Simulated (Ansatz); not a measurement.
Method: Ansatz 0.2.0, DFT PBE, scalar-relativistic, plane waves, PAW. All cells share a 420 eV cutoff and Γ-centred k meshes spaced at most about 0.3 Å⁻¹ (about 0.25 or finer for metals, 2π included). No spin polarisation in the final relaxations.

All energies are static (0 K, no zero-point motion). All come from trial cells, and lower structures may exist.

Question: These unrelaxed guesses for GaAs₄ are each relaxed within their symmetry. Order them by the energy at which they end, lowest first.
A.

```xyz
5
Lattice="4.5024 0.0000 0.0000 -2.2512 3.8992 0.0000 0.0000 0.0000 6.8230" Properties=species:S:1:pos:R:3 pbc="T T T"
Ga    0.0000    0.0000    3.4115
As    2.2512    0.0000    0.0000
As   -1.1256    1.9496    0.0000
As    1.1256    1.9496    0.0000
As    0.0000    0.0000    0.0000
```

B.

```xyz
5
Lattice="4.6010 0.0000 0.0000 0.0000 4.6010 0.0000 0.0000 0.0000 5.8628" Properties=species:S:1:pos:R:3 pbc="T T T"
Ga    0.0000    0.0000    2.9314
As    2.3005    2.3005    1.2904
As    2.3005    2.3005    4.5725
As    0.0000    0.0000    4.9888
As    0.0000    0.0000    0.8740
```

C.

```xyz
5
Lattice="-2.3786 2.3786 5.9346 2.3786 -2.3786 5.9346 2.3786 2.3786 -5.9346" Properties=species:S:1:pos:R:3 pbc="T T T"
Ga    0.0000    0.0000    0.0000
As    0.0000    2.3786    2.9673
As    2.3786    0.0000    2.9673
As    0.0000    0.0000    4.6968
As    0.0000    0.0000    7.1723
```

D.

```xyz
5
Lattice="-3.0109 3.0109 3.0109 3.0109 -3.0109 3.0109 3.0109 3.0109 -3.0109" Properties=species:S:1:pos:R:3 pbc="T T T"
Ga    0.0000    0.0000    0.0000
As    1.5055    1.5055   -1.5055
As   -1.5055    1.5055    1.5055
As    1.5055    1.5055    1.5055
As    1.5055   -1.5055    1.5055
```

Answer: B (ends in P4/mmm, 0 meV/atom), C (ends in I4/mmm, 17 meV/atom), D (ends in Im-3m, 176 meV/atom), A (ends in P6/mmm, 0.38 eV/atom). Even the lowest end lies +0.22 eV/atom against the elements.

In P4/mmm, I4/mmm, Im-3m, P6/mmm an odd number of electrons in the primitive cell allows no gap without spin; a larger cell or a magnetic state could open one. A magnetic state wasn't ruled out in cells without spin, among them P4/mmm, I4/mmm, Im-3m, P6/mmm. Cells relaxed within their symmetry can be saddle points. Some candidate types were left out of the draw beforehand, so a known form may be missing.
